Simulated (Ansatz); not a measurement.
Ansatz input

```yaml
crystal:
  lattice:
    - [-2.9783798577, 3.3901412277, 1.3414566]
    - [3.3901412277, -2.9783798577, 1.3414566]
    - [1.9120197059, 1.9120197059, -0.5873148968]
  atoms:
    - { symbol: Pd, position: [0.0076310474, 0.9923689526, 0.0], spin: 0.5 }
    - { symbol: Pd, position: [0.7423689526, 0.2576310474, 0.5], spin: 0.5 }
hamiltonian:
  xc: blyp
  pseudopotentials:
    kind: paw
    azcp:
      Pd: "pseudopotentials/Pd.paw.azcp"
basis:
  ecutwfc: 420
  fft_grid_basis: typed
kpoints:
  mp_grid: { grid: [13, 13, 13], shift: [0, 0, 0] }
magnetization:
  spin_polarized: true
scf:
  occupations: { method: fermi_dirac, width: 0.05 }
  lower_state_search: "off"
output:
  stress: true
```

Terminal output

```
Engine: ansatz 0.2.0, aarch64-unknown-linux-gnu
Pseudopotentials: kind: paw
Pseudopotential: Pd, paw, valence charge 18, recommended cutoff 420 eV (normal) 
Functional definition: BLYP
  parameter beta = 0.0042
  parameter a = 0.04918
  parameter b = 0.132
  parameter c = 0.2533
  parameter d = 0.349
  exchange = b88_x(beta = beta)
  correlation = lyp_c(a = a, b = b, c = c, d = d)
Crystal: 2 atoms, lattice volume = 34.209 Å³
Basis set: ecut = 420 eV, 663 PW (Γ), exchange–correlation on 64×64×40 points (8 copies of the dense FFT grid, shifted against one another)
Bands: 23, of which v1, the nominal top of the filled ones, is band 18 counted from 1 (17 counted from 0)
Symmetry: 4 space group operations
Space group: C2/c (ITA 15), of the structure as read, at distance tolerance 3.2e-5 Å
Magnetic group: BNS 15.85 (UNI 92), of the structure as read, at distance tolerance 3.2e-5 Å
k-points: 595 of 2197
Non-local potential: Pd, projectors of the file, l = 0: 2, l = 1: 2, l = 2: 2, l = 3: 1
PAW form: soft (Blöchl's): semilocal exchange-correlation on the pseudo side does not see the compensation charge
PAW frozen core: Pd, regenerated for the run's functional, and the local potential with it (the file was generated under x = pbe(κ = 0.804, μ = 0.2195149727645171), c = pbe(β = 0.06672455060314922))
PAW one-centre angular grid: Pd, 590 points (default); XC on 64 Gauss nodes
Initial density: superposition of atomic densities (chi_scale 0.1, normalization cell)
Starting moments: Σ|m| = 1 μB on 2 of 2 sites
Initial wavefunctions: pseudopotential atomic-orbital guess
Functional: x = b88, c = lyp
SCF iter   1: F=—  HF=-13976.843093 eV  |F-HF|=—  |Δ(HF+E_count)|=         —  Δρ=8.17e-2 (↑8.17e-2 ↓6.11e-2)  dr2=7.19e0  dr2_m=6.14e-2  M=0.582 μB ∫|m|=0.607 μB  β_m=0.30  ethr=3.10e-3  ⟨swp⟩=5.3  Hψ=117695  notcnv=0
spin=Collinear: Kerker preconditioning applied to the charge; magnetization (m = ρ↑ − ρ↓) channel mixes plain (no charge-response kernel on spin).
SCF iter   2: F=—  HF=-13975.544965 eV  |F-HF|=—  |Δ(HF+E_count)|=    1.30e0  Δρ=4.70e-2 (↑4.70e-2 ↓3.24e-2)  dr2=2.14e0  dr2_m=4.26e-2  M=0.515 μB ∫|m|=0.546 μB  β_m=0.30  ethr=3.10e-3  ⟨swp⟩=2.2  Hψ=53427  notcnv=0  defer=303
...
iter 15 did not close the SCF: its close was put off for a magnetic moment that had not settled (scf_convergence_deferred on its scf_iter line)
SCF iter  15: F=-13975.010434 eV  HF=-13975.010434 eV  |F-HF|=6.54e-9  |Δ(HF+E_count)|=   5.85e-8  Δρ=7.18e-6 (↑7.18e-6 ↓6.46e-6)  dr2=3.60e-9  dr2_m=1.26e-8  M=-0.000 μB ∫|m|=0.000 μB  β_m=0.91  ethr=2.78e-10  ⟨swp⟩=2.1  Hψ=95378  notcnv=0
iter 16 did not close the SCF: its close was put off for a magnetic moment that had not settled (scf_convergence_deferred on its scf_iter line)
SCF iter  16: F=-13975.010434 eV  HF=-13975.010434 eV  |F-HF|=1.87e-10  |Δ(HF+E_count)|=   1.04e-8  Δρ=1.56e-6 (↑1.56e-6 ↓1.43e-6)  dr2=5.15e-10  dr2_m=6.01e-10  M=-0.000 μB ∫|m|=0.000 μB  β_m=0.95  ethr=9.99e-12  ⟨swp⟩=1.6  Hψ=80347  notcnv=0
SCF iter  17: F=-13975.010434 eV  HF=-13975.010434 eV  |F-HF|=2.18e-11  |Δ(HF+E_count)|=  5.20e-10  Δρ=2.13e-7 (↑1.86e-7 ↓2.13e-7)  dr2=7.35e-11  dr2_m=3.71e-12  M=-0.000 μB ∫|m|=0.000 μB  ethr=1.43e-12  ⟨swp⟩=1.0  Hψ=75466  notcnv=0
WARN: the starting moments were not kept: the SCF closed with an absolute magnetisation of 2.4e-6 μB, where they sum to 1 μB in size (2 sites). That is at most 0.1 of that sum. Measured as dr2_m measures the in/out step, that magnetisation stands 2.4e-12 eV from none, at or under the dr2_threshold of 1.0e-7 eV: it is no larger than a step whose dr2_m would equal this threshold. The system may hold no moment; this SCF shows only that its start led to no more than that. To try another start: raise the starting moments (crystal.atoms[].spin, magnetization.per_species, magnetization.initial_magnetization, or on a non-collinear deck that types none of these the spinor_matrix: blocks that start its atoms; where the total moment is fixed, keep their sum and leave initial_magnetization as it is; typed ones take the place of any that the run laid by itself, positive ones on a crystal's lanthanoids without a Hubbard term where scf.initial_density.shell_occupations: [] is typed) or, if the notice of its spin-set hold's release reads "site moments contracting" or "site moments show no strong build", lengthen the hold (scf.mixing.spin_hold: { on: { confirm: 4 } }; for m-r²SCAN on two components see the key's manual first). Each may lead to a state that holds a moment. A second SCF, from the converged charge density, with the starting moments and any scf.initial_density.shell_occupations laid on it anew, would have followed, and was not run: the deck does not ask for one (magnetization.retry_lost_moments is false, the default). To let it run, set magnetization.retry_lost_moments: true and run the deck again, where that key's refused combinations let it; where memory then withholds it, that run's warning says so.
SCF 1 converged in 17 iterations: F = -13975.010434 eV  dr2 = 7.35e-11
SCF converged after 17 iterations
Magnetization: -0.0000 μB (18.0000 up, 18.0000 down)
Absolute magnetization: 0.0000 μB (∫|ρ↑−ρ↓|, with the PAW one-centre terms)
Spin contamination: 0.0000 ħ² per cell (⟨S²⟩ above its minimum at these occupations)
Per-site moments (μB) at R_I (Å): [(-1.0356049476305283e-6, 1.1324697568000206), (-1.0356049477819911e-6, 1.1324697568000206)]
Free energy (F): -13975.010434 eV
Harris-Foulkes:  -13975.010434 eV  (|F-HF|=2.18e-11)
Internal energy: -13974.980621 eV  (E = F + TS)
E sigma→0 (E₀):  -13974.995528 eV
Entropy (-TS):   -0.029813 eV (-14.907 meV/atom)
Fermi energy:    16.692833 eV
--- Per-component energies (eV) ---
  E_band       = -370.776945
  E_kinetic    = 1026.670388
  E_local      = -3993.729289  (includes V_loc(G=0)·N_el)
  E_nonlocal   = 432.257903
  E_hartree    = 1616.499811
  E_xc         = -330.642330
  E_vxc        = -413.916189  (∫ρ·V_xc dr)
  E_paw        = -7536.352623  (= ΣΔE_a)
  E_vpaw       = -655.059763  (= ΣTr[D̂ρ^β])
  E_aug_tail   = 0.000402  (compensation charges beyond the density's cutoff)
  E_ewald      = -5189.858539
  E_core_change = 0.173656  (= ΣΔE_core)
  E_smearing   = -0.029813  (= −TS)
  E_closure    = 0.000000  (closes the sum)
  Σ components = -13975.010434   (vs F -13975.010434, Δ=0.00e0)
--- Stress (GPa, compression-positive) ---
        0.060924       0.049219      -0.017639
        0.049219       0.060924      -0.017639
       -0.017639      -0.017639      -0.002798
  P = ⅓ Tr σ = 0.0397 GPa (0.397 kbar)
```

Command:

```sh
ansatz run input.yaml --threads 2 --pin off --max-ram 5120MiB --backend cpu --events-out ev --progress --plain --runs-dir out
```

On 2 threads of Arm Neoverse V2 (shared host) this took about 42 s of wall time and 83 s of CPU time.
